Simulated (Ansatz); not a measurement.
CdPS$_{3}$ in space group C2/m (No. 12; Cd on 4g, P on 4i, S on 8j, S on 4i), the program Ansatz at the PBE level (PAW), all energies at zero smearing, with the estimated change up to a 700 eV cutoff added, with one set of potentials and settings (totals compare only within such a set). Cell of 10 atoms (2 Cd, 2 P, 6 S): -23436.833 eV.

```
element                reference phase  E (eV/atom)
-------  -----------------------------  -----------
Cd       P6_3/mmc, 2 atoms in the cell   -8254.4547
P            Cmce, 4 atoms in the cell    -755.6743
S           Fddd, 32 atoms in the cell    -902.0599
```

Formation energy per atom, worked out: (-23436.833 − 2×(-8254.4547) − 2×(-755.6743) − 6×(-902.0599))/10 = -0.422 eV/atom (-41 kJ per mol of atoms), at 0 K, without zero-point energy or fitted corrections.

The workflow started from a Materials Project entry (that database holds measured and hypothetical structures alike); the Crystallography Open Database copy checked does not list it. COD files the formula under space group No. 146, so this cell is another polymorph or a model. Whether it is the stable phase at ambient conditions was not checked. Symmetry was held in the PBE relaxation; whether a distortion lowers the energy is not shown. A crystal of weakly bound layers computed without a dispersion correction: the cell and the soft elastic constants depend strongly on that. The references are the lowest solids computed at this level, not always the standard phases.

Potentials: the later of the program's two PAW sets.
